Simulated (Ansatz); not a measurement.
NbSi$_{2}$ (CrSi2 type, space group P6_222)

```xyz
9
Lattice="4.8105 0.0000 0.0000 -2.4052 4.1660 0.0000 0.0000 0.0000 6.6185" Properties=species:S:1:pos:R:3 pbc="T T T"
Nb     0.0000     4.1660     0.0000
Nb     1.2026     2.0830     2.2062
Nb     3.6078     2.0830     4.4123
Si     0.0000     1.3273     0.0000
Si     3.6610     0.6637     2.2062
Si     1.2557     3.5023     4.4123
Si     2.4052     2.8386     0.0000
Si    -1.2557     3.5023     2.2062
Si     1.1495     0.6637     4.4123
```

The atoms are displaced by Q × the pattern below (from a DFPT mode at Γ, largest move 1; Q in Å), at fixed cell. It is one choice among 2 degenerate patterns.

```csv
atom,x,y,z
Nb1,0.000,0.395,0.000
Nb2,0.000,0.396,0.000
Nb3,0.000,0.396,0.000
Si4,0.000,-1.000,0.000
Si5,0.299,-0.482,0.751
Si6,-0.299,-0.482,0.751
Si7,0.000,-1.000,0.000
Si8,0.299,-0.482,-0.751
Si9,-0.299,-0.482,-0.751
```

All values below come from PBE (plane waves to 420 eV, PAW, scalar-relativistic; Ansatz, a quantum-chemistry and plane-wave program). k mesh 11×11×7 (Γ-centred), Fermi-Dirac smearing 0.05 eV. With partly filled bands, energies and forces of such displacements shift with the k mesh and the smearing. NbSi2 is run without spin polarisation. NbSi2 was relaxed with its symmetry unable to fall. 

```tsv
Q (Å)	−dE/dQ from forces (eV/Å)
-0.180	7.011
-0.150	5.829
-0.120	4.657
-0.090	3.490
-0.060	2.326
-0.030	1.163
0.000	0.000
0.030	-1.163
0.060	-2.326
0.090	-3.490
0.120	-4.657
0.150	-5.829
0.180	-7.011
```

Task: What harmonic wavenumber does the curvature at Q = 0 give?

Result: 230 cm⁻¹. E″ = 38.76 eV/Å², M = Σ mᵢ|uᵢ|² = 199.4 u, ν̃ = 521.5·√(|E″|/M).

(For displaced atoms, the force is minus the slope of the energy, and its curvature is a force constant, which sets phonon frequencies.)
